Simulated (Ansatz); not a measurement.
Frames from the relaxation of a relaxed Ni cell, doubled along one cell vector, shaken by Gaussian noise of σ = 0.08 Å a coordinate, as extended XYZ (Å, eV, eV/Å, GPa with compression positive). Computed with r2SCAN (plane waves to 500 eV, PAW, scalar-relativistic; Ansatz, a program for electronic structure). Γ-centred k-mesh 16×8×16 on the run's cell (coarser than for final values), Fermi–Dirac smearing 0.05 eV.

```xyz
2
Lattice="0.0000 1.7399 1.7399 3.4797 0.0000 3.4797 1.7399 1.7399 0.0000" Properties=species:S:1:pos:R:3:forces:R:3 pbc="T T T" step=1 free_energy=-11690.544 pressure=1.1 accepted=T
Ni    -0.0490    -0.1990    -0.0314   -0.0370    0.3824    0.3207
Ni     1.6869    -0.0615     1.8407    0.0370   -0.3824   -0.3207
2
Lattice="0.0002 1.7391 1.7395 3.4847 -0.0009 3.4802 1.7417 1.7392 0.0001" Properties=species:S:1:pos:R:3:forces:R:3 pbc="T T T" step=2 free_energy=-11690.565 pressure=0.6 accepted=T
Ni    -0.0496    -0.1817    -0.0151   -0.0244    0.2862    0.2459
Ni     1.6899    -0.0792     1.8246    0.0244   -0.2862   -0.2459
2
Lattice="0.0010 1.7423 1.7439 3.4407 0.0155 3.4743 1.7336 1.7487 -0.0055" Properties=species:S:1:pos:R:3:forces:R:3 pbc="T T T" step=3 free_energy=-11690.589 pressure=1.5 accepted=T
Ni    -0.0512    -0.1208     0.0448   -0.0007   -0.0569   -0.0589
Ni     1.6690    -0.1326     1.7621    0.0007    0.0569    0.0589
```

The path has 6 moves and ends in Fm-3m (No. 225) (fcc (Cu type)), 0.02 eV/atom below its start. Free energies are of the whole cell and compare only within this code, potentials and settings. Spin-polarised start, with parallel moments on Ni. Spin state reached: ferromagnetic (net 0.74 μB/atom), from parallel starting moments; other spin orders were not run from this start. r2SCAN tends to overstate moments in metals.

The run could not lose the symmetry of its start.
